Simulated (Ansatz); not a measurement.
Values for one crystal, relaxed and computed with LDA (plane waves, PAW; program Ansatz); other levels are named.

```yaml
volume_per_atom: 26.94 Å³
electronic_character: metallic (no gap)
mechanical_stability: stable (all eigenvalues of C positive)
Elastic constants (relaxed ions, GPa): C11 = 60.8, C12 = 53.1, C13 = 37.0, C33 = 75.8, C44 = 10.8
Bulk modulus (Birch–Murnaghan fit): 499 kbar
Density of states at the Fermi level: 0.38 states/eV per atom (mean over ±0.08 eV)
Young's modulus: 23.2 GPa
```

### Question
Which compound is it?
(A) In2Bi, P6_3/mmc (In on 2a, In on 2d, Bi on 2c)
(B) InAg3, Cu3Au type
(C) BiPt, NiAs type
(D) InPd, CsCl type

### Answer
A, In2Bi, P6_3/mmc (In on 2a, In on 2d, Bi on 2c)

The first step of the workflow began from a Materials Project structure, measured or hypothetical; the Crystallography Open Database files this formula in space group No. 194, but the cells were not matched. Whether it is the stable phase at ambient conditions was not checked. The cell was relaxed with LDA under the symmetry of its start; of distortions, only those at the zone centre were tested. As this level gives no gap, shear constants depend on the k-mesh and smearing (Fermi–Dirac, 0.1 eV here). On the denser mesh and wider smearing of the elastic run this cell carries a stress of 0.4 GPa. Scalar-relativistic: spin–orbit coupling is off unless named, which matters more the heavier the elements.

Potentials: the later of the program's two PAW sets.
